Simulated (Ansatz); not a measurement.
VSi₂ in space group P6_222 (No. 180; V on 3d, Si on 6j) at seven volumes, the program Ansatz at the PBEsol level (PAW), shape and atoms relaxed at each. One row is withheld.

```csv
V (Å³/atom),P (GPa)
11.320,21.58
11.694,13.21
12.067,?
12.440,0.00
12.813,-5.18
13.186,-9.58
13.560,-13.32
```

Problem. Fit the shown pressures and predict the withheld one.

Solution. Third-order Birch–Murnaghan: P = (3/2)B₀(x^(7/2) − x^(5/2))[1 + (3/4)(B′ − 4)(x − 1)] with x = (V₀/V)^(2/3). Least squares on the six rows gives V₀ = 12.440 Å³/atom, B₀ = 186.4 GPa, B′ = 4.34. At V = 12.067, x = 1.0205 and P = 6.06 GPa. The run itself gave 6.08 GPa.

The cell was relaxed with PBEsol under the symmetry of its start. The run is not spin-polarised.

Potentials: the later of the program's two PAW sets.
